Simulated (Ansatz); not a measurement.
# Spin spirals in GdMg₃ (Fm-3m)

```xyz
4
Lattice="0.0000 3.6550 3.6550 3.6550 0.0000 3.6550 3.6550 3.6550 0.0000" Properties=species:S:1:pos:R:3 pbc="T T T"
Gd    0.0000    0.0000    0.0000
Mg    3.6550    3.6550    3.6550
Mg    1.8275    1.8275    1.8275
Mg    5.4825    5.4825    5.4825
```

The source of the geometry is a structure as deposited in COD; atoms and cell stay fixed.

Common settings: LDA, 6×6×6 k mesh, Fermi–Dirac smearing of 0.03 eV. PAW means Ansatz 0.2.0 on its default frozen-core files; LAPW is all-electron LAPW in Ansatz 0.2.0. Site moments are integrated in spheres about the atoms, whose radii differ between the methods. Start moments of the first PAW run (μB): Gd1 7.

Flat spirals without spin–orbit coupling: moments start in the xy plane and turn about z by q·R from cell to cell, and their directions inside a cell are free. q runs from Γ to L = (0.500, 0.500, 0.500) in reciprocal cell vectors. Energies count from each method's run at q = 0. Each q is a vector of the k mesh, and the mesh is shifted by q/2 where needed, so that both spin components are sampled on the same points as at q = 0.

| fraction of Γ–L | q (1/Å) | ΔF PAW (meV/cell) | ΔF LAPW (meV/cell) | largest moment, PAW (μB) |
| --- | --- | --- | --- | --- |
| 0.000 | 0.000 | 0.0 | 0.0 | 6.99 |
| 0.333 | 0.248 | -3.4 | -3.4 | 6.99 |
| 0.667 | 0.496 | -16.0 | -15.8 | ? |
| 1.000 | 0.744 | -20.3 | – | ? |

Q: Give the missing entry: row "0.667", column "largest moment, PAW (μB)".

A: 7.04.

Q: What belongs in the row "1.000", column "largest moment, PAW (μB)"?

A: 7.06.

The lowest point lies at 1.000 of the way, 20.3 meV/cell under q = 0, so the antiferromagnetic state at the zone boundary wins along this line.

Q: A further pair of PAW runs: cone of 60 degrees at 1 of the way from Γ to L (directions held, energy taken at the target), against the same at q = 0. What is the energy difference?

A: -15.1 meV/cell, with a largest moment of 7.04 μB.

The PAW files were made with PBE; the program remakes their cores once for the run's functional and then keeps them frozen. Without U a semilocal functional puts the f levels too near the Fermi level, which can change moments and the order of magnetic states; site and cell moments are spin moments. Spin–orbit coupling is left out although heavy atoms are present. In at least one run the program's final test of stability wasn't made or came to no verdict. With open f shells a run can end in a state that isn't the lowest. These are results for the start and cell typed. The real compound can order otherwise, in a larger cell, or not at all, since semilocal functionals at zero temperature often overstate magnetism.
